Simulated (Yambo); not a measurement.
WZnO$_{4}$ (space group P2/c, No. 13), G0W0@PBEsol in Yambo with this input:

```
rim_cut
gw0
dyson
el_el_corr
HF_and_locXC
ppa
em1d
RandQpts= 1000000
RandGvec= 1 Ry
EXXRLvcs= 84 Ry
VXCRLvcs= 336 Ry
Chimod= "HARTREE"
% BndsRnXp
 11 | 225 |
%
NGsBlkXp= 7 Ry
% LongDrXp
 1.0 | 1.0 | 1.0 |
%
PPAPntXp= 27.2114 eV
% GbndRnge
 1 | 225 |
%
GTermKind= "BG"
DysSolver= "n"
ExtendOut
```

On a 4×2×2 mesh, with wavefunctions cut at 84 Ry, the gap ((0, -0.5, 0) → (0, -0.5, 0)) is 4.597 eV and the valence edge shifts by -0.506 eV.

Task: What happens with this change: 2 Ry block?

Result: The gap rises by 0.734 eV, to 5.331 eV; the shift of the valence edge becomes -0.894 eV. Neither run is shown to be the converged limit.

Spin-orbit coupling is not included.

Geometry of the Materials Project entry, not relaxed at this level; primitive cell a = 4.677 Å, b = 5.730 Å, c = 4.936 Å, α = 90.00°, β = 90.59°, γ = 90.00°.

A shift is the quasiparticle energy of the state minus its PBEsol energy.
